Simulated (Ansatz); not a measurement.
Consider a crystal of KTe₆Br in space group P6/mmm (No. 191), with K on 1b; Te on 6i; Br on 1a.

The calculation used Ansatz 0.2.0, DFT PBE, scalar-relativistic, plane waves, PAW. Cutoff 420 eV, Γ-centred mesh, Gaussian smearing, no spin polarisation.

Formation energies are uncorrected and refer to the elements' standard structures at the same level. The references include crystalline Br.

Question: Predict the relaxed structure.

Answer:

Space group P6/mmm (No. 191). a = 6.637 Å, b = 6.637 Å, c = 6.354 Å, α = 90.00°, β = 90.00°, γ = 120.00°
| atom | site | symmetry | x | y | z |
| --- | --- | --- | --- | --- | --- |
| K | 1b | 6/mmm | 0.0000 | 0.0000 | 0.5000 |
| Te | 6i | 2mm | 0.5000 | 0.0000 | 0.7434 |
| Br | 1a | 6/mmm | 0.0000 | 0.0000 | 0.0000 |

K has 2 Br at 3.18 Å and 12 Te at 3.66 Å; Te is surrounded by 6 Te at 3.09–3.32 Å, 2 K at 3.66 Å and 2 Br at 3.70 Å; Br has 2 K at 3.18 Å and 12 Te at 3.70 Å. Another local minimum with the same sites may exist.

Question: Where does its energy lie, and is it a metal?

Answer: The energy over the elements is −0.19 eV/atom and the gap on the 6×6×6 mesh of the 8-atom cell is 0 eV (a metal). It lies below the elements, which doesn't yet make it stable against other compounds or structures.

The last run used Gaussian smearing of 0.10 eV. Spin–orbit coupling, which can matter for Te, is left out. The reference forms of Br and Te are held partly by dispersion forces, which this level lacks. Symmetry constrained the relaxation, so the result can be a saddle point.
